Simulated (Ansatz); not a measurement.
GaAs (CsCl type, Pm-3m) at seven volumes, r²SCAN (plane waves, PAW; program Ansatz), scaled uniformly. One row is withheld.

```tsv
V (Å³/atom)	P (GPa)
16.995	7.69
17.555	4.85
18.116	2.23
18.676	-0.01
19.236	-1.91
19.796	?
20.357	-4.78
```

Question: Fit the shown pressures and predict the withheld one.

Answer: P = (3/2)B₀(x^(7/2) − x^(5/2))[1 + (3/4)(B′ − 4)(x − 1)] with x = (V₀/V)^(2/3). Least squares on the six rows gives V₀ = 18.683 Å³/atom, B₀ = 67.1 GPa, B′ = 4.17. At V = 19.796, x = 0.9622 and P = -3.44 GPa. The run itself gave -3.43 GPa.

A made-up cell: these elements were put on the sites of a structure type; neither database checked (COD, Materials Project) lists it. It is not the phase usual at ambient conditions (space group No. 216). The cell was relaxed with r²SCAN under the symmetry of its start. At this level the phase is mechanically unstable.

Potentials: the later of the program's two PAW sets.
